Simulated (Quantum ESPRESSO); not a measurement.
# Ga2YF3O3: one run as intended and one with a planted mistake

Computed values, not a measurement. The program is pw.x of Quantum ESPRESSO 7.5 (plane-wave density functional theory). The cell is made up: 9 atoms on a corundum lattice with one site empty, with randomly drawn elements, strain and displacements, not relaxed. PseudoDojo standard norm-conserving files (v0.5 for PBE, v0.4.1 for LDA and PBEsol) set the functional; there is no spin polarisation, spin-orbit coupling or dispersion term, and the masses in the input are unused placeholders.

Intended input:

```
&control calculation='scf', pseudo_dir='./dojo.nc.sr.pbe.v0_5.standard.upf', outdir='./o', disk_io='low', tprnfor=.true., tstress=.true. /
&system ibrav=0, nat=9, ntyp=4, nbnd=44, ecutwfc=84.00895049, nosym=.true., tot_charge=0,
 occupations='smearing', smearing='fd', degauss=0.0018374661
/
&electrons conv_thr=7.350e-09, electron_maxstep=60, /
ATOMIC_SPECIES
F 1.0 F.upf
Ga 1.0 Ga.upf
O 1.0 O.upf
Y 1.0 Y.upf
CELL_PARAMETERS angstrom
2.5836 1.4917 4.6397
-2.5836 1.4917 4.6397
0.0 -2.9833 4.6397
ATOMIC_POSITIONS angstrom
Ga 0.014 0.0102 4.903
Y 0.0111 -0.0442 2.0385
Ga 0.0175 -0.0145 11.8604
F -1.0317 1.4789 8.1176
F -0.7923 -1.6129 8.105
O 1.801 0.1167 8.1161
O 1.0019 -1.4838 5.7788
O 0.7706 1.6083 5.7936
F -1.7643 -0.091 5.7638
K_POINTS automatic
5 5 5 1 1 1
```

The log is shortened where brackets say so; the opening notice, blank lines, dates and the lines on written files are dropped, and the path of the files is cut. It prints rydbergs, bohrs and kilobars, and counts compression as positive stress. Where no state is partly filled, the Fermi energy that it prints is only some level between the filled and the empty states on the mesh, and need not lie in the true gap.

Log of the intended run:

```
     Program PWSCF v.7.5
     Parallel version (MPI & OpenMP), running on       4 processor cores
     Number of MPI processes:                 4
     Threads/MPI process:                     1
     [start-up lines left out]
     bravais-lattice index     =            0
     lattice parameter (alat)  =      10.4239  a.u.
     unit-cell volume          =     723.9937 (a.u.)^3
     number of atoms/cell      =            9
     number of atomic types    =            4
     number of electrons       =        76.00
     number of Kohn-Sham states=           44
     kinetic-energy cutoff     =      84.0090  Ry
     charge density cutoff     =     336.0358  Ry
     scf convergence threshold =      7.3E-09
     mixing beta               =       0.7000
     number of iterations used =            8  plain     mixing
     Exchange-correlation= PBE
                           (   1   4   3   4   0   0   0)
     [axes and pseudopotential details left out]
   Cartesian axes
     site n.     atom                  positions (alat units)
         1        Ga     tau(   1) = (   0.0025380   0.0018491   0.8888583  )
         2        Y      tau(   2) = (   0.0020123  -0.0080130   0.3695569  )
         3        Ga     tau(   3) = (   0.0031726  -0.0026287   2.1501559  )
         4        F      tau(   4) = (  -0.1870355   0.2681078   1.4716288  )
         5        F      tau(   5) = (  -0.1436350  -0.2924005   1.4693445  )
         6        O      tau(   6) = (   0.3265009   0.0211564   1.4713568  )
         7        O      tau(   7) = (   0.1816331  -0.2689961   1.0476309  )
         8        O      tau(   8) = (   0.1397010   0.2915665   1.0503139  )
         9        F      tau(   9) = (  -0.3198476  -0.0164973   1.0449115  )
     number of k points=    63  Fermi-Dirac smearing, width (Ry)=  0.0018
                       cart. coord. in units 2pi/alat
        k(    1) = (   0.0000000   0.0000000   0.1188884), wk =   0.0320000
        k(    2) = (   0.0000000  -0.2465280   0.1981491), wk =   0.0320000
     [further k points left out]
     Dense  grid:    75349 G-vectors     FFT dimensions: (  64,  64,  64)
     Estimated max dynamical RAM per process >     214.25 MB
     Estimated total dynamical RAM >     801.81 MB
     Initial potential from superposition of free atoms
     starting charge      75.9902, renormalised to      76.0000
     Starting wfcs are   52 randomized atomic wfcs
     total cpu time spent up to now is        9.7 secs
     per-process dynamical memory:   170.8 Mb
     Self-consistent Calculation
     iteration #  1     ecut=    84.01 Ry     beta= 0.70
     Davidson diagonalization with overlap
     ethr =  1.00E-02,  avg # of iterations =  2.0
     total cpu time spent up to now is       28.5 secs
     total energy              =    -634.05601120 Ry
     estimated scf accuracy    <       2.16852986 Ry
     iteration #  2     ecut=    84.01 Ry     beta= 0.70
     Davidson diagonalization with overlap
     ethr =  2.85E-03,  avg # of iterations =  3.0
     total cpu time spent up to now is       50.0 secs
     total energy              =    -634.18678055 Ry
     estimated scf accuracy    <       4.18132629 Ry
     [iterations 3 to 10 left out]
     iteration # 11     ecut=    84.01 Ry     beta= 0.70
     Davidson diagonalization with overlap
     ethr =  5.40E-10,  avg # of iterations =  2.3
     total cpu time spent up to now is      218.4 secs
     total energy              =    -635.08270103 Ry
     estimated scf accuracy    <       0.00000002 Ry
     iteration # 12     ecut=    84.01 Ry     beta= 0.70
     Davidson diagonalization with overlap
     ethr =  2.59E-11,  avg # of iterations =  3.5
     total cpu time spent up to now is      238.8 secs
     End of self-consistent calculation
     [lines on levels left out]
     the Fermi energy is     8.6355 ev
!    total energy              =    -635.08270103 Ry
     estimated scf accuracy    <          2.6E-09 Ry
     smearing contrib. (-TS)   =      -0.00000000 Ry
     internal energy E=F+TS    =    -635.08270103 Ry
     The total energy is F=E-TS. E is the sum of the following terms:
     one-electron contribution =    -235.35743226 Ry
     hartree contribution      =     174.75418348 Ry
     xc contribution           =    -158.64382614 Ry
     ewald contribution        =    -415.83562611 Ry
     convergence has been achieved in  12 iterations
     Forces acting on atoms (cartesian axes, Ry/au):
     atom    1 type  2   force =     0.06022499   -0.06204263    0.06075974
     atom    2 type  4   force =    -0.05936813    0.05576692   -0.07147722
     atom    3 type  2   force =    -0.08196647    0.01646440   -0.05132704
     atom    4 type  1   force =     0.07420231    0.03091860    0.05237462
     atom    5 type  1   force =    -0.04030443    0.02517742    0.03522731
     atom    6 type  3   force =     0.04850336   -0.05333909    0.04600070
     atom    7 type  3   force =     0.03119585    0.11306936   -0.00001785
     atom    8 type  3   force =    -0.11038851   -0.01644273   -0.00460444
     atom    9 type  1   force =     0.07790104   -0.10957226   -0.06693582
     Total force =     0.318345     Total SCF correction =     0.000151
     Computing stress (Cartesian axis) and pressure
          total   stress  (Ry/bohr**3)                   (kbar)     P=      135.32
   0.00123818  -0.00002277  -0.00036407          182.14       -3.35      -53.56
  -0.00002277   0.00054308  -0.00045929           -3.35       79.89      -67.56
  -0.00036407  -0.00045929   0.00097831          -53.56      -67.56      143.91
     init_run     :      9.21s CPU      9.58s WALL (       1 calls)
     electrons    :    227.70s CPU    229.18s WALL (       1 calls)
     forces       :      2.11s CPU      2.15s WALL (       1 calls)
     stress       :      8.14s CPU      8.17s WALL (       1 calls)
     [timing details left out]
     PWSCF        :   4m 7.36s CPU   4m 9.32s WALL
     JOB DONE.
```

A second run has one planted mistake: the cell has the wrong charge. The input lines that differ, file-writing options aside:

```
- &system ibrav=0, nat=9, ntyp=4, nbnd=44, ecutwfc=84.00895049, nosym=.true., tot_charge=0,
+ &system ibrav=0, nat=9, ntyp=4, nbnd=44, ecutwfc=84.00895049, nosym=.true., tot_charge=1,
```

Its log:

```
     Program PWSCF v.7.5
     Parallel version (MPI & OpenMP), running on       4 processor cores
     Number of MPI processes:                 4
     Threads/MPI process:                     1
     [start-up lines left out]
     bravais-lattice index     =            0
     lattice parameter (alat)  =      10.4239  a.u.
     unit-cell volume          =     723.9937 (a.u.)^3
     number of atoms/cell      =            9
     number of atomic types    =            4
     number of electrons       =        75.00
     number of Kohn-Sham states=           44
     kinetic-energy cutoff     =      84.0090  Ry
     charge density cutoff     =     336.0358  Ry
     scf convergence threshold =      7.3E-09
     mixing beta               =       0.7000
     number of iterations used =            8  plain     mixing
     Exchange-correlation= PBE
                           (   1   4   3   4   0   0   0)
     [axes and pseudopotential details left out]
   Cartesian axes
     site n.     atom                  positions (alat units)
         1        Ga     tau(   1) = (   0.0025380   0.0018491   0.8888583  )
         2        Y      tau(   2) = (   0.0020123  -0.0080130   0.3695569  )
         3        Ga     tau(   3) = (   0.0031726  -0.0026287   2.1501559  )
         4        F      tau(   4) = (  -0.1870355   0.2681078   1.4716288  )
         5        F      tau(   5) = (  -0.1436350  -0.2924005   1.4693445  )
         6        O      tau(   6) = (   0.3265009   0.0211564   1.4713568  )
         7        O      tau(   7) = (   0.1816331  -0.2689961   1.0476309  )
         8        O      tau(   8) = (   0.1397010   0.2915665   1.0503139  )
         9        F      tau(   9) = (  -0.3198476  -0.0164973   1.0449115  )
     number of k points=    63  Fermi-Dirac smearing, width (Ry)=  0.0018
                       cart. coord. in units 2pi/alat
        k(    1) = (   0.0000000   0.0000000   0.1188884), wk =   0.0320000
        k(    2) = (   0.0000000  -0.2465280   0.1981491), wk =   0.0320000
     [further k points left out]
     Dense  grid:    75349 G-vectors     FFT dimensions: (  64,  64,  64)
     Estimated max dynamical RAM per process >     214.25 MB
     Estimated total dynamical RAM >     801.81 MB
     Initial potential from superposition of free atoms
     starting charge      75.9902, renormalised to      75.0000
     Starting wfcs are   52 randomized atomic wfcs
     total cpu time spent up to now is        7.0 secs
     per-process dynamical memory:   170.8 Mb
     Self-consistent Calculation
     iteration #  1     ecut=    84.01 Ry     beta= 0.70
     Davidson diagonalization with overlap
     ethr =  1.00E-02,  avg # of iterations =  2.0
     total cpu time spent up to now is       18.8 secs
     total energy              =    -634.80857694 Ry
     estimated scf accuracy    <       1.83706977 Ry
     iteration #  2     ecut=    84.01 Ry     beta= 0.70
     Davidson diagonalization with overlap
     ethr =  2.45E-03,  avg # of iterations =  3.0
     total cpu time spent up to now is       30.8 secs
     total energy              =    -635.03956384 Ry
     estimated scf accuracy    <       2.57270853 Ry
     [iterations 3 to 11 left out]
     iteration # 12     ecut=    84.01 Ry     beta= 0.70
     Davidson diagonalization with overlap
     ethr =  2.93E-10,  avg # of iterations =  2.4
     total cpu time spent up to now is      137.2 secs
     total energy              =    -635.61630208 Ry
     estimated scf accuracy    <       0.00000004 Ry
     iteration # 13     ecut=    84.01 Ry     beta= 0.70
     Davidson diagonalization with overlap
     ethr =  5.15E-11,  avg # of iterations =  2.3
     total cpu time spent up to now is      153.9 secs
     End of self-consistent calculation
     [lines on levels left out]
     the Fermi energy is     6.7891 ev
!    total energy              =    -635.61630209 Ry
     estimated scf accuracy    <          2.2E-09 Ry
     smearing contrib. (-TS)   =      -0.00151985 Ry
     internal energy E=F+TS    =    -635.61478224 Ry
     The total energy is F=E-TS. E is the sum of the following terms:
     one-electron contribution =    -236.02778435 Ry
     hartree contribution      =     173.87410003 Ry
     xc contribution           =    -157.62547181 Ry
     ewald contribution        =    -415.83562611 Ry
     convergence has been achieved in  13 iterations
     Forces acting on atoms (cartesian axes, Ry/au):
     atom    1 type  2   force =     0.04055623   -0.03429583    0.04650391
     atom    2 type  4   force =    -0.03543242    0.06449519   -0.04833555
     atom    3 type  2   force =    -0.05449900   -0.00058666   -0.03045183
     atom    4 type  1   force =     0.06566986    0.03398261    0.05134458
     atom    5 type  1   force =    -0.04453627    0.02012477    0.03255349
     atom    6 type  3   force =     0.03161344   -0.05282782    0.04070609
     atom    7 type  3   force =     0.03849224    0.09652970   -0.00941405
     atom    8 type  3   force =    -0.12029871   -0.01064200   -0.02006260
     atom    9 type  1   force =     0.07843463   -0.11677997   -0.06284402
     Total force =     0.288525     Total SCF correction =     0.000103
     Computing stress (Cartesian axis) and pressure
          total   stress  (Ry/bohr**3)                   (kbar)     P=      -79.45
  -0.00024442  -0.00008007  -0.00019308          -35.95      -11.78      -28.40
  -0.00008007  -0.00080873  -0.00018198          -11.78     -118.97      -26.77
  -0.00019308  -0.00018198  -0.00056710          -28.40      -26.77      -83.42
     init_run     :      5.61s CPU      5.78s WALL (       1 calls)
     electrons    :    146.26s CPU    147.01s WALL (       1 calls)
     forces       :      2.21s CPU      2.24s WALL (       1 calls)
     stress       :      8.25s CPU      8.27s WALL (       1 calls)
     [timing details left out]
     PWSCF        :   2m43.59s CPU   2m44.62s WALL
     JOB DONE.
```

|  | intended run | run with the mistake |
| --- | --- | --- |
| free energy (eV) | -8640.740 | -8648.000 |
| smearing term -TS (eV) | 0.0000 | -0.0207 |
| pressure (GPa) | 13.53 | -7.94 |
| largest force component (eV/Å) | 2.907 | 3.093 |
| largest change of a force component (eV/Å) |  | 0.713 |
| iterations | 12 | 13 |

For scale, a rerun of the intended cell at 1437 eV and a 7 x 7 x 7 mesh moved values by no more than 0.003 eV in energy, 0.02 GPa in stress and 0.002 eV/Å in force. The charged cell sits in a uniform background, so its energy and stress rest on the program's zero of potential.